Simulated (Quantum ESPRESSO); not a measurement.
## Si2PCN3 (one run as intended and one with a planted mistake)

A calculation, not a measurement. The program is pw.x of Quantum ESPRESSO 7.5 (plane-wave density functional theory). The cell is made up: 7 atoms on a zincblende/diamond lattice with one site empty, with randomly drawn elements, strain and displacements, not relaxed. PseudoDojo standard norm-conserving files (v0.5 for PBE, v0.4.1 for LDA and PBEsol) set the functional; there is no spin polarisation, spin-orbit coupling or dispersion term, and the masses in the input are unused placeholders.

Intended input:

```
&control calculation='scf', pseudo_dir='./dojo.nc.sr.pbe.v0_5.standard.upf', outdir='./o', disk_io='medium', tprnfor=.true., tstress=.true. /
&system ibrav=0, nat=7, ntyp=4, nbnd=22, ecutwfc=84.00895049, nosym=.true., tot_charge=0,
 occupations='smearing', smearing='fd', degauss=0.0018374661
/
&electrons conv_thr=7.350e-09, electron_maxstep=60, /
ATOMIC_SPECIES
C 1.0 C.upf
N 1.0 N.upf
P 1.0 P.upf
Si 1.0 Si.upf
CELL_PARAMETERS angstrom
4.0778 0.0298 0.0188
0.0298 4.0698 -0.0395
0.0188 -0.0395 4.2128
ATOMIC_POSITIONS angstrom
Si 0.0475 -0.0435 0.0333
Si 0.0249 1.913 1.9614
P 2.029 1.9579 -0.0984
C 1.1288 1.1259 1.056
N 1.0637 2.9698 3.1739
N 3.0522 1.0607 3.2131
N 3.0901 3.0152 0.9051
K_POINTS automatic
4 4 4 1 1 1
```

The log is shortened where brackets say so; the opening notice, blank lines, dates and the lines on written files are dropped, and the path of the files is cut. It prints rydbergs, bohrs and kilobars, and counts compression as positive stress. Where no state is partly filled, the Fermi energy that it prints is only some level between the filled and the empty states on the mesh, and need not lie in the true gap.

Log of the intended run:

```
     Program PWSCF v.7.5
     Parallel version (MPI & OpenMP), running on       1 processor cores
     Number of MPI processes:                 1
     Threads/MPI process:                     1
     [start-up lines left out]
     bravais-lattice index     =            0
     lattice parameter (alat)  =       7.7062  a.u.
     unit-cell volume          =     471.7310 (a.u.)^3
     number of atoms/cell      =            7
     number of atomic types    =            4
     number of electrons       =        32.00
     number of Kohn-Sham states=           22
     kinetic-energy cutoff     =      84.0090  Ry
     charge density cutoff     =     336.0358  Ry
     scf convergence threshold =      7.3E-09
     mixing beta               =       0.7000
     number of iterations used =            8  plain     mixing
     Exchange-correlation= PBE
                           (   1   4   3   4   0   0   0)
     [axes and pseudopotential details left out]
   Cartesian axes
     site n.     atom                  positions (alat units)
         1        Si     tau(   1) = (   0.0116480  -0.0106671   0.0081659  )
         2        Si     tau(   2) = (   0.0061060   0.4691080   0.4809767  )
         3        P      tau(   3) = (   0.4975536   0.4801184  -0.0241298  )
         4        C      tau(   4) = (   0.2768056   0.2760945   0.2589535  )
         5        N      tau(   5) = (   0.2608417   0.7282577   0.7783073  )
         6        N      tau(   6) = (   0.7484639   0.2601060   0.7879200  )
         7        N      tau(   7) = (   0.7577578   0.7393907   0.2219496  )
     number of k points=    32  Fermi-Dirac smearing, width (Ry)=  0.0018
                       cart. coord. in units 2pi/alat
        k(    1) = (   0.1235266   0.1255263   0.1216246), wk =   0.0625000
        k(    2) = (   0.1223936   0.1278836   0.3636495), wk =   0.0625000
     [further k points left out]
     Dense  grid:    49095 G-vectors     FFT dimensions: (  45,  45,  48)
     Estimated max dynamical RAM per process >      55.93 MB
     Initial potential from superposition of free atoms
     starting charge      31.9986, renormalised to      32.0000
     Starting wfcs are   28 randomized atomic wfcs
     total cpu time spent up to now is        5.2 secs
     per-process dynamical memory:    43.3 Mb
     Self-consistent Calculation
     iteration #  1     ecut=    84.01 Ry     beta= 0.70
     Davidson diagonalization with overlap
     ethr =  1.00E-02,  avg # of iterations =  3.4
     total cpu time spent up to now is       14.7 secs
     total energy              =    -104.38553587 Ry
     estimated scf accuracy    <       1.86767024 Ry
     iteration #  2     ecut=    84.01 Ry     beta= 0.70
     Davidson diagonalization with overlap
     ethr =  5.84E-03,  avg # of iterations =  2.0
     total cpu time spent up to now is       22.4 secs
     total energy              =    -104.94185191 Ry
     estimated scf accuracy    <       1.01129899 Ry
     [iterations 3 to 10 left out]
     iteration # 11     ecut=    84.01 Ry     beta= 0.70
     Davidson diagonalization with overlap
     ethr =  1.05E-10,  avg # of iterations =  3.7
     total cpu time spent up to now is       89.6 secs
     total energy              =    -105.12281562 Ry
     estimated scf accuracy    <       0.00000003 Ry
     iteration # 12     ecut=    84.01 Ry     beta= 0.70
     Davidson diagonalization with overlap
     ethr =  9.54E-11,  avg # of iterations =  2.0
     total cpu time spent up to now is       94.4 secs
     End of self-consistent calculation
     [lines on levels left out]
     the Fermi energy is    10.6043 ev
!    total energy              =    -105.12281562 Ry
     estimated scf accuracy    <          3.3E-09 Ry
     smearing contrib. (-TS)   =      -0.00000000 Ry
     internal energy E=F+TS    =    -105.12281562 Ry
     The total energy is F=E-TS. E is the sum of the following terms:
     one-electron contribution =       2.50925946 Ry
     hartree contribution      =      19.49400473 Ry
     xc contribution           =     -33.69473684 Ry
     ewald contribution        =     -93.43134297 Ry
     convergence has been achieved in  12 iterations
     Forces acting on atoms (cartesian axes, Ry/au):
     atom    1 type  4   force =    -0.00424561    0.03530555   -0.01030131
     atom    2 type  4   force =    -0.11365707    0.14696818    0.14809356
     atom    3 type  3   force =    -0.00378490    0.11550172    0.07215590
     atom    4 type  1   force =     0.06036418   -0.16233352   -0.14003181
     atom    5 type  2   force =    -0.00872310   -0.04818818   -0.02414570
     atom    6 type  2   force =     0.08603554   -0.04429487   -0.04978338
     atom    7 type  2   force =    -0.01598904   -0.04295888    0.00401274
     Total force =     0.378057     Total SCF correction =     0.000058
     Computing stress (Cartesian axis) and pressure
          total   stress  (Ry/bohr**3)                   (kbar)     P=       54.31
   0.00014952  -0.00065668  -0.00108208           22.00      -96.60     -159.18
  -0.00065668   0.00064088   0.00061744          -96.60       94.28       90.83
  -0.00108208   0.00061744   0.00031714         -159.18       90.83       46.65
     init_run     :      4.93s CPU      5.04s WALL (       1 calls)
     electrons    :     84.70s CPU     89.23s WALL (       1 calls)
     forces       :      0.98s CPU      1.01s WALL (       1 calls)
     stress       :      3.96s CPU      4.00s WALL (       1 calls)
     [timing details left out]
     PWSCF        :   1m34.76s CPU   1m39.52s WALL
     JOB DONE.
```

A second run has one planted mistake: the smearing is too wide. The input lines that differ, file-writing options aside:

```
- &system ibrav=0, nat=7, ntyp=4, nbnd=22, ecutwfc=84.00895049, nosym=.true., tot_charge=0,
+ &system ibrav=0, nat=7, ntyp=4, nbnd=40, ecutwfc=84.00895049, nosym=.true., tot_charge=0,
-  occupations='smearing', smearing='fd', degauss=0.0018374661
+  occupations='smearing', smearing='fd', degauss=0.0345443628
```

Its log:

```
     Program PWSCF v.7.5
     Parallel version (MPI & OpenMP), running on       1 processor cores
     Number of MPI processes:                 1
     Threads/MPI process:                     1
     [start-up lines left out]
     bravais-lattice index     =            0
     lattice parameter (alat)  =       7.7062  a.u.
     unit-cell volume          =     471.7310 (a.u.)^3
     number of atoms/cell      =            7
     number of atomic types    =            4
     number of electrons       =        32.00
     number of Kohn-Sham states=           40
     kinetic-energy cutoff     =      84.0090  Ry
     charge density cutoff     =     336.0358  Ry
     scf convergence threshold =      7.3E-09
     mixing beta               =       0.7000
     number of iterations used =            8  plain     mixing
     Exchange-correlation= PBE
                           (   1   4   3   4   0   0   0)
     [axes and pseudopotential details left out]
   Cartesian axes
     site n.     atom                  positions (alat units)
         1        Si     tau(   1) = (   0.0116480  -0.0106671   0.0081659  )
         2        Si     tau(   2) = (   0.0061060   0.4691080   0.4809767  )
         3        P      tau(   3) = (   0.4975536   0.4801184  -0.0241298  )
         4        C      tau(   4) = (   0.2768056   0.2760945   0.2589535  )
         5        N      tau(   5) = (   0.2608417   0.7282577   0.7783073  )
         6        N      tau(   6) = (   0.7484639   0.2601060   0.7879200  )
         7        N      tau(   7) = (   0.7577578   0.7393907   0.2219496  )
     number of k points=    32  Fermi-Dirac smearing, width (Ry)=  0.0345
                       cart. coord. in units 2pi/alat
        k(    1) = (   0.1235266   0.1255263   0.1216246), wk =   0.0625000
        k(    2) = (   0.1223936   0.1278836   0.3636495), wk =   0.0625000
     [further k points left out]
     Dense  grid:    49095 G-vectors     FFT dimensions: (  45,  45,  48)
     Estimated max dynamical RAM per process >      64.58 MB
     Initial potential from superposition of free atoms
     starting charge      31.9986, renormalised to      32.0000
     Starting wfcs are   28 randomized atomic wfcs +   12 random wfcs
     total cpu time spent up to now is        5.3 secs
     per-process dynamical memory:    40.8 Mb
     Self-consistent Calculation
     iteration #  1     ecut=    84.01 Ry     beta= 0.70
     Davidson diagonalization with overlap
     ethr =  1.00E-02,  avg # of iterations =  6.6
     total cpu time spent up to now is       22.1 secs
     total energy              =    -104.43241910 Ry
     estimated scf accuracy    <       1.82660624 Ry
     iteration #  2     ecut=    84.01 Ry     beta= 0.70
     Davidson diagonalization with overlap
     ethr =  5.71E-03,  avg # of iterations =  2.0
     total cpu time spent up to now is       30.6 secs
     total energy              =    -104.89523299 Ry
     estimated scf accuracy    <       1.14888551 Ry
     [iterations 3 to 8 left out]
     iteration #  9     ecut=    84.01 Ry     beta= 0.70
     Davidson diagonalization with overlap
     ethr =  3.39E-09,  avg # of iterations =  1.9
     total cpu time spent up to now is      105.0 secs
     total energy              =    -105.13104244 Ry
     estimated scf accuracy    <       0.00000017 Ry
     iteration # 10     ecut=    84.01 Ry     beta= 0.70
     Davidson diagonalization with overlap
     ethr =  5.37E-10,  avg # of iterations =  1.1
     total cpu time spent up to now is      112.4 secs
     End of self-consistent calculation
     [lines on levels left out]
     the Fermi energy is    10.7424 ev
!    total energy              =    -105.13104248 Ry
     estimated scf accuracy    <          6.9E-09 Ry
     smearing contrib. (-TS)   =      -0.02837584 Ry
     internal energy E=F+TS    =    -105.10266664 Ry
     The total energy is F=E-TS. E is the sum of the following terms:
     one-electron contribution =       2.55689023 Ry
     hartree contribution      =      19.45384260 Ry
     xc contribution           =     -33.68205649 Ry
     ewald contribution        =     -93.43134297 Ry
     convergence has been achieved in  10 iterations
     Forces acting on atoms (cartesian axes, Ry/au):
     atom    1 type  4   force =    -0.00431045    0.03925496   -0.01104924
     atom    2 type  4   force =    -0.11669834    0.14400590    0.15240122
     atom    3 type  3   force =    -0.00278508    0.11310581    0.06629307
     atom    4 type  1   force =     0.06094587   -0.16420612   -0.13696411
     atom    5 type  2   force =    -0.00934638   -0.04675457   -0.02358748
     atom    6 type  2   force =     0.08766313   -0.04477923   -0.05130322
     atom    7 type  2   force =    -0.01546875   -0.04062674    0.00420976
     Total force =     0.378095     Total SCF correction =     0.000144
     Computing stress (Cartesian axis) and pressure
          total   stress  (Ry/bohr**3)                   (kbar)     P=       59.70
   0.00020017  -0.00061121  -0.00113566           29.45      -89.91     -167.06
  -0.00061121   0.00066482   0.00064194          -89.91       97.80       94.43
  -0.00113566   0.00064194   0.00035255         -167.06       94.43       51.86
     init_run     :      4.95s CPU      5.26s WALL (       1 calls)
     electrons    :     99.99s CPU    107.02s WALL (       1 calls)
     forces       :      1.00s CPU      1.01s WALL (       1 calls)
     stress       :      6.09s CPU      6.16s WALL (       1 calls)
     [timing details left out]
     PWSCF        :   1m52.20s CPU   1m59.72s WALL
     JOB DONE.
```

|  | intended run | run with the mistake |
| --- | --- | --- |
| free energy (eV) | -1430.269 | -1430.381 |
| smearing term -TS (eV) | 0.0000 | -0.3861 |
| pressure (GPa) | 5.43 | 5.97 |
| largest force component (eV/Å) | 4.174 | 4.222 |
| largest change of a force component (eV/Å) |  | 0.151 |
| iterations | 12 | 10 |

For scale, a rerun of the intended cell at 1437 eV and a 6 x 6 x 6 mesh moved values by no more than 0.002 eV in energy, 0.02 GPa in stress and 0.005 eV/Å in force. The number of bands, nbnd, was set by rule from the electron count and the smearing, so it follows the mistake.